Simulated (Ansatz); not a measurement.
input.yaml (Ansatz)

```yaml
crystal:
  lattice:
    - [4.2921204283, 0.0, 0.0]
    - [-2.1460602141, 3.717085327, 0.0]
    - [0.0, 0.0, 2.3015477472]
  atoms:
    - { symbol: Cr, position: [1.0, 1.0, 0.0], spin: 1.5 }
    - { symbol: Cr, position: [0.3333333333, 0.6666666667, 0.5], spin: 1.5 }
    - { symbol: Cr, position: [0.6666666667, 0.3333333333, 0.5], spin: 1.5 }
hamiltonian:
  xc: blyp
  pseudopotentials:
    kind: paw
    azcp:
      Cr: "pseudopotentials/Cr.paw.azcp"
basis:
  ecutwfc: 420
  fft_grid_basis: typed
kpoints:
  mp_grid: { grid: [10, 10, 15], shift: [0, 0, 0] }
magnetization:
  spin_polarized: true
scf:
  occupations: { method: fermi_dirac, width: 0.05 }
  lower_state_search: "off"
output:
  stress: true
```

Terminal output

```
Engine: ansatz 0.2.0, aarch64-unknown-linux-gnu
Pseudopotentials: kind: paw
Pseudopotential: Cr, paw, valence charge 14, recommended cutoff 420 eV (normal) 
Functional definition: BLYP
  parameter beta = 0.0042
  parameter a = 0.04918
  parameter b = 0.132
  parameter c = 0.2533
  parameter d = 0.349
  exchange = b88_x(beta = beta)
  correlation = lyp_c(a = a, b = b, c = c, d = d)
Crystal: 3 atoms, lattice volume = 36.719 Å³
Basis set: ecut = 420 eV, 709 PW (Γ), exchange–correlation on 60×60×32 points (8 copies of the dense FFT grid, shifted against one another)
Bands: 28, of which v1, the nominal top of the filled ones, is band 21 counted from 1 (20 counted from 0)
Symmetry: 24 space group operations
Space group: P6/mmm (ITA 191), of the structure as read, at distance tolerance 3.3e-5 Å
Magnetic group: BNS 191.233 (UNI 1463), of the structure as read, at distance tolerance 3.3e-5 Å
k-points: 112 of 1500
Non-local potential: Cr, projectors of the file, l = 0: 3, l = 1: 2, l = 2: 3, l = 3: 1
PAW form: soft (Blöchl's): semilocal exchange-correlation on the pseudo side does not see the compensation charge
PAW frozen core: Cr, regenerated for the run's functional, and the local potential with it (the file was generated under x = pbe(κ = 0.804, μ = 0.2195149727645171), c = pbe(β = 0.06672455060314922))
PAW one-centre angular grid: Cr, 590 points (default); XC on 64 Gauss nodes
Initial density: superposition of atomic densities (chi_scale 0.1, normalization cell)
Starting moments: Σ|m| = 4.5 μB on 3 of 3 sites
Initial wavefunctions: pseudopotential atomic-orbital guess
Functional: x = b88, c = lyp
SCF iter   1: F=—  HF=-10155.721050 eV  |F-HF|=—  |Δ(HF+E_count)|=         —  Δρ=1.89e-1 (↑1.89e-1 ↓5.04e-2)  dr2=1.28e1  dr2_m=2.90e0  M=1.815 μB ∫|m|=1.818 μB  β_m=0.30  ethr=3.10e-3  ⟨swp⟩=3.3  Hψ=19850  notcnv=0
SCF iter   2: F=—  HF=-10153.349752 eV  |F-HF|=—  |Δ(HF+E_count)|=    2.37e0  Δρ=1.11e-1 (↑1.11e-1 ↓4.04e-2)  dr2=3.54e0  dr2_m=1.44e0  M=1.744 μB ∫|m|=1.753 μB  β_m=0.30  ethr=3.10e-3  ⟨swp⟩=2.1  Hψ=13183  notcnv=0  defer=169
SCF iter   3: F=—  HF=-10152.796872 eV  |F-HF|=—  |Δ(HF+E_count)|=   5.53e-1  Δρ=6.74e-2 (↑6.52e-2 ↓6.74e-2)  dr2=4.14e0  dr2_m=8.12e-1  M=1.595 μB ∫|m|=1.604 μB  β_m=0.30  ethr=3.10e-3  ⟨swp⟩=3.0  Hψ=13410  notcnv=0  defer=164
...
iter 24 did not close the SCF: its close was put off for a magnetic moment that had not settled (scf_convergence_deferred on its scf_iter line)
SCF iter  24: F=-10152.815710 eV  HF=-10152.815710 eV  |F-HF|=8.19e-10  |Δ(HF+E_count)|=   2.02e-8  Δρ=2.21e-6 (↑1.36e-6 ↓2.21e-6)  dr2=2.02e-9  dr2_m=5.91e-10  M=-0.000 μB ∫|m|=0.000 μB  β_m=0.77  ethr=2.38e-10  ⟨swp⟩=3.0  Hψ=20173  notcnv=0
iter 25 did not close the SCF: its close was put off for a magnetic moment that had not settled (scf_convergence_deferred on its scf_iter line)
SCF iter  25: F=-10152.815710 eV  HF=-10152.815710 eV  |F-HF|=8.19e-11  |Δ(HF+E_count)|=   1.36e-9  Δρ=7.50e-7 (↑7.50e-7 ↓7.21e-7)  dr2=2.35e-10  dr2_m=1.08e-10  M=-0.000 μB ∫|m|=0.000 μB  β_m=0.77  ethr=4.80e-12  ⟨swp⟩=1.0  Hψ=18184  notcnv=0
SCF iter  26: F=-10152.815710 eV  HF=-10152.815710 eV  |F-HF|=7.82e-11  |Δ(HF+E_count)|=  3.53e-10  Δρ=5.23e-7 (↑3.08e-7 ↓5.23e-7)  dr2=1.13e-10  dr2_m=2.56e-11  M=-0.000 μB ∫|m|=0.000 μB  ethr=1.00e-12  ⟨swp⟩=1.0  Hψ=18164  notcnv=0
WARN: the starting moments were not kept: the SCF closed with an absolute magnetisation of 6.5e-5 μB, where they sum to 4.5 μB in size (3 sites). That is at most 0.1 of that sum. Measured as dr2_m measures the in/out step, that magnetisation stands 1.7e-9 eV from none, at or under the dr2_threshold of 1.0e-7 eV: it is no larger than a step whose dr2_m would equal this threshold. The system may hold no moment; this SCF shows only that its start led to no more than that. To try another start: raise the starting moments (crystal.atoms[].spin, magnetization.per_species, magnetization.initial_magnetization, or on a non-collinear deck that types none of these the spinor_matrix: blocks that start its atoms; where the total moment is fixed, keep their sum and leave initial_magnetization as it is; typed ones take the place of any that the run laid by itself, positive ones on a crystal's lanthanoids without a Hubbard term where scf.initial_density.shell_occupations: [] is typed) or, if the notice of its spin-set hold's release reads "site moments contracting" or "site moments show no strong build", lengthen the hold (scf.mixing.spin_hold: { on: { confirm: 4 } }; for m-r²SCAN on two components see the key's manual first). Each may lead to a state that holds a moment. A second SCF, from the converged charge density, with the starting moments and any scf.initial_density.shell_occupations laid on it anew, would have followed, and was not run: the deck does not ask for one (magnetization.retry_lost_moments is false, the default). To let it run, set magnetization.retry_lost_moments: true and run the deck again, where that key's refused combinations let it; where memory then withholds it, that run's warning says so.
SCF 1 converged in 26 iterations: F = -10152.815710 eV  dr2 = 1.13e-10
SCF converged after 26 iterations
Magnetization: -0.0001 μB (21.0000 up, 21.0000 down)
Absolute magnetization: 0.0001 μB (∫|ρ↑−ρ↓|, with the PAW one-centre terms)
Spin contamination: 0.0000 ħ² per cell (⟨S²⟩ above its minimum at these occupations)
Per-site moments (μB) at R_I (Å): [(-4.441359978564392e-6, 0.9493884457199999), (-2.6056289997989895e-5, 0.9493884457199999), (-2.6056289997989892e-5, 0.9493884457199999)]
Free energy (F): -10152.815710 eV
Harris-Foulkes:  -10152.815710 eV  (|F-HF|=7.82e-11)
Internal energy: -10152.768498 eV  (E = F + TS)
E sigma→0 (E₀):  -10152.792104 eV
Entropy (-TS):   -0.047212 eV (-15.737 meV/atom)
Fermi energy:    18.559831 eV
--- Per-component energies (eV) ---
  E_band       = -457.852670
  E_kinetic    = 1031.482425
  E_local      = -3734.257153  (includes V_loc(G=0)·N_el)
  E_nonlocal   = 238.795226
  E_hartree    = 1626.467047
  E_xc         = -413.510930
  E_vxc        = -526.164627  (∫ρ·V_xc dr)
  E_paw        = -3614.500384  (= ΣΔE_a)
  E_vpaw       = -720.644759  (= ΣTr[D̂ρ^β])
  E_aug_tail   = 0.001268  (compensation charges beyond the density's cutoff)
  E_ewald      = -5287.290369
  E_core_change = 0.044371  (= ΣΔE_core)
  E_smearing   = -0.047212  (= −TS)
  E_closure    = 0.000000  (closes the sum)
  Σ components = -10152.815710   (vs F -10152.815710, Δ=0.00e0)
--- Stress (GPa, compression-positive) ---
       -0.337592      -0.000000       0.000000
       -0.000000      -0.337592       0.000000
        0.000000       0.000000       1.132623
  P = ⅓ Tr σ = 0.1525 GPa (1.525 kbar)
```
